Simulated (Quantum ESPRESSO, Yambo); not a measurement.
**Levels of theory for the gap of PtSe2 monolayer**

A free-standing PtSe$_{2}$ monolayer (symmetry P-3m1, slab cell 15.6 Å high): one geometry, one set of PBE (stringent potentials; pw.x of Quantum ESPRESSO, ONCV potentials, without SOC) orbitals, self-energies from Yambo (6×6×1 Γ-centred k mesh, bands 23 to 142 and a 6 Ry block in the screening, 142 bands in G with the Bruneval-Gonze terminator, plasmon pole fitted at 27.2 eV, slab-truncated Coulomb interaction, stochastic integration of W near q = 0).

The layer was cut from Materials Project entry mp-1115 and relaxed with PBE+D3(BJ) in a cell 15.6 Å high, with the Coulomb interaction truncated along z.

```csv
level,"gap Γ → (0, 0.167) (eV)","direct gap at (0, 0.167) (eV)",rough Yambo cost
PBE (Quantum ESPRESSO),1.64,1.71,–
exchange only (Hartree-Fock self-energy on PBE orbitals),6.22,6.66,about 1/5 (8 states)
"G0W0@PBE, plasmon pole",2.61,2.65,1 (8 states)
```

Bare exchange has no screening and gives the widest gap. The mesh misses a band edge: along a dense path the PBE gap is 1.37 eV against 1.64 eV on the mesh.

Costs are rough ratios of core time on shared machines.

Convergence of the G0W0 settings was not tested.

Without spin-orbit coupling, band edges of such heavy elements can be off by tenths of an eV.
